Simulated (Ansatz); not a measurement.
Total density of states per atom from PBEsol (plane waves, PAW; program Ansatz), in 0.25 eV bins, energy from the Fermi level:

(E (eV), states/eV/atom): (-7.85, 0.37); (-7.60, 0.37); (-7.35, 0.23); (-7.10, 0.38); (-6.85, 0.77); (-6.60, 0.83); (-6.35, 0.57); (-6.10, 0.84); (-5.85, 1.03); (-5.60, 1.37); (-5.35, 1.45); (-5.10, 0.99); (-4.85, 1.29); (-4.60, 1.14); (-4.35, 1.29); (-4.10, 1.27); (-3.85, 1.26); (-3.60, 1.27); (-3.35, 1.00); (-3.10, 0.88); (-2.85, 1.18); (-2.60, 1.42); (-2.35, 1.47); (-2.10, 1.54); (-1.85, 1.46); (-1.60, 1.22); (-1.35, 1.11); (-1.10, 1.05); (-0.85, 0.79); (-0.60, 0.75); (-0.35, 0.78); (-0.10, 0.46); (0.15, 0.54); (0.40, 0.36); (0.65, 0.11); (0.90, 0.13); (1.15, 0.16); (1.40, 0.37); (1.65, 0.50); (1.90, 0.39); (2.15, 0.38); (2.40, 0.33); (2.65, 0.28); (2.90, 0.28); (3.15, 0.25); (3.40, 0.23); (3.65, 0.26); (3.90, 0.26); (4.15, 0.40); (4.40, 0.40); (4.65, 0.40)

Task: Which compound is it?
A. AlPt3, P4/mbm (Al on 4f, Pt on 4g, Pt on 4e, Pt on 4h)
B. Al2Ru, MoSi2 or CaC2 type
C. AlAu, CsCl type
D. AlRu, CsCl type

Result: A, AlPt3, P4/mbm (Al on 4f, Pt on 4g, Pt on 4e, Pt on 4h). Within 0.5 eV of the Fermi level: Pt 5d 85 %. Projections are on Löwdin-orthogonalised atomic valence shells; empty p or d shells of many metals are not among them.

The workflow started from a Materials Project entry (that database holds measured and hypothetical structures alike); the Crystallography Open Database copy checked does not list it. Its standing as an ambient phase is unchecked. The cell was relaxed with PBEsol under the symmetry of its start; its stability against distortions is not shown here. No spin polarisation was allowed. Spin–orbit coupling is left out wherever it is not named.

Potentials: the later of the program's two PAW sets.
